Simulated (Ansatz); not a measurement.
RuN₂:
```yaml
crystal:
  lattice:
    - [4.03955, 0.00000, 0.00000]
    - [0.00000, 4.82483, 0.00000]
    - [0.00000, 0.00000, 2.65243]
  atoms:
    - { symbol: Ru, position: [0.00000, 0.00000, 0.00000] }
    - { symbol: Ru, position: [0.50000, 0.50000, 0.50000] }
    - { symbol: N, position: [0.37737, 0.90787, 0.50000] }
    - { symbol: N, position: [0.62263, 0.09213, 0.50000] }
    - { symbol: N, position: [0.87737, 0.59213, 0.00000] }
    - { symbol: N, position: [0.12263, 0.40787, 0.00000] }
```

Relaxed with LDA. Special points in fractions of this cell's reciprocal vectors: Γ (0.000, 0.000, 0.000); X (0.500, 0.000, 0.000); S (0.500, 0.500, 0.000); Y (0.000, 0.500, 0.000); Z (0.000, 0.000, 0.500); U (0.500, 0.000, 0.500); R (0.500, 0.500, 0.500); T (0.000, 0.500, 0.500).

Q: List the band energies nearest the Fermi level at these points for LDA (plane waves, PAW; program Ansatz).

A: In eV from the Fermi level; about four levels below and three above (degenerate sets whole), none deeper than 8.9 eV; points with the same levels are listed once.

```csv
k,below,above
Γ,-1.84 -1.17 -0.36 -0.16,0.23 4.67 5.65
X,-0.76 -0.76 -0.32 -0.32,2.19 2.19 2.74 2.74
S,-0.76 -0.76 -0.05 -0.05,0.06 0.06 1.74 1.74
Y,-2.68 -2.68 -1.24 -1.24,0.05 0.05 0.53 0.53
Z,-2.60 -2.60 -0.80 -0.80,0.55 0.55 1.93 1.93
U,-2.13 -2.13 -0.54 -0.54,2.65 2.65 4.91 4.91
R,-0.91 -0.91 -0.77 -0.77,2.36 2.36 4.15 4.15
T,-1.44 -1.44 -1.09 -1.09,0.02 0.02 2.00 2.00
```

Space group Pnnm. The first step of the workflow began from a Materials Project structure, measured or hypothetical; the Crystallography Open Database copy checked does not list it. Its standing as an ambient phase is unchecked. Symmetry was held in the LDA relaxation; its stability against distortions is not shown here. The run is not spin-polarised. Scalar-relativistic: spin–orbit coupling is off unless named, which matters more the heavier the elements.

Potentials: the later of the program's two PAW sets.
